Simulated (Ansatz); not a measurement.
Single point in Ansatz 0.2.0 with PBE0, no spin polarisation. Cutoff 420 eV, PAW datasets, 3×3×1 Γ-centred k mesh, gaussian filling (width 0.2108 eV).

Computed maps in the lattice plane spanned by a (left to right, 4.02 Å, 12 points from zero) and b (bottom to top, 4.02 Å, 12 points from zero), 90° apart, at height 0.000 along c. The fields are smooth PAW ones with compensation charges, not the true ones near nuclei.

Valence density. Digits on a logarithmic scale: 0 up to 0.03 e/Å³, each further digit a factor of 1.6, 9 from 1.3 e/Å³ up:
```
998643334689
987654445678
666566666566
445678987654
334689998643
234699999643
334689998643
445678987654
666566666566
987654445678
998643334689
999643234699
```

ELF. Ten even steps from '0' (0.05) to '9' (0.63):
```
359951015995
999855555899
998789998789
555899999855
015995359951
005993739950
015995359951
555899999855
998789998789
999855555899
359951015995
939950005993
```

The cell is SnAs$_{2}$. Which atoms lie within 0.2 Å of this plane, and where (fractions of a and b)?

As at (0.00, 0.00), As at (0.50, 0.50). The whole cell:
```xyz
6
Lattice="4.0244 0.0000 0.0000 0.0000 4.0244 0.0000 0.0000 0.0000 8.2425" Properties=species:S:1:pos:R:3 pbc="T T T"
As    0.0000    2.0122    2.7200
As    2.0122    0.0000    5.5225
As    0.0000    0.0000    0.0000
As    2.0122    2.0122    0.0000
Sn    0.0000    2.0122    6.0583
Sn    2.0122    0.0000    2.1843
```

Origin: a known structure type with other elements, at an estimated volume, so it need not be a known compound. Caveats: hybrid functional on a coarse k mesh; wide smearing.
